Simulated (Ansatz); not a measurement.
TiN (rock salt)

```
TiN
1.0
    0.00000     2.11666     2.11666
    2.11666     0.00000     2.11666
    2.11666     2.11666     0.00000
N Ti
1 1
Cartesian
  0.00000   0.00000   0.00000
  2.11666   2.11666   2.11666
```

The slice is a {100} plane (indices of the conventional cell) through the point (0.000, 0.000, 0.000) (fractional), spanned by u = [100] and v = [0 1 -1] in vectors of this cell: u (2.99 Å) and v (2.99 Å, at 90° to u). It covers one period; positions are fractions (u, v).

Calculation: r2SCAN (plane waves to 500 eV, PAW, scalar-relativistic; Ansatz, a program for electronic structure). k mesh 19×19×19. Near the nuclei the fields are pseudised (PAW); where an atom keeps semicore shells as valence, they peak there. The PAW data are Ansatz's earlier set. TiN is run without spin polarisation. TiN was relaxed with its symmetry unable to fall.

What is the valence density on the shortest N–Ti line in this plane (2.12 Å), at its midpoint?

0.51 e/Å³.

What is the ELF at the midpoint of the shortest N–Ti line in this plane (2.12 Å)?

0.18.

Predict the map of the valence electron density on the slice.


```
|****+-:.     .:-+***|
|***+=-:.     .:-=+**|
|**+==-:.......:-==+*|
|++==-:::::::::::-==+|
|----:::--===--:::---|
|::::::-=+***+=-:::::|
|....:-=*#%%%#*=-:...|
|   .:-+#%@@@%#+-:.  |
|   .:=*%@@@@@%*=:.  |
|   .:=*%@@@@@%*=:.  |
|   .:=*%@@@@@%*=:.  |
|   .:-+#%@@@%#+-:.  |
|....:-=*#%%%#*=-:...|
|::::::-=+***+=-:::::|
|----:::--===--:::---|
|++==-:::::::::::-==+|
|**+==-:.......:-==+*|
|***+=-:.     .:-=+**|
|****+-:.     .:-+***|
|****+-:.     .:-+***|
```
Scale: ten equal steps from -0.72 (start of ' ') to 1.08 (end of '@'), in the order ' .:-=+*#%@'. Values: log₁₀ of the valence density in e/Å³. The map has 20 points along u (one character each, u = 0 at the left) and 20 along v (v = 0 in the bottom row). The scale is logarithmic, as a density can span decades between atoms and voids.
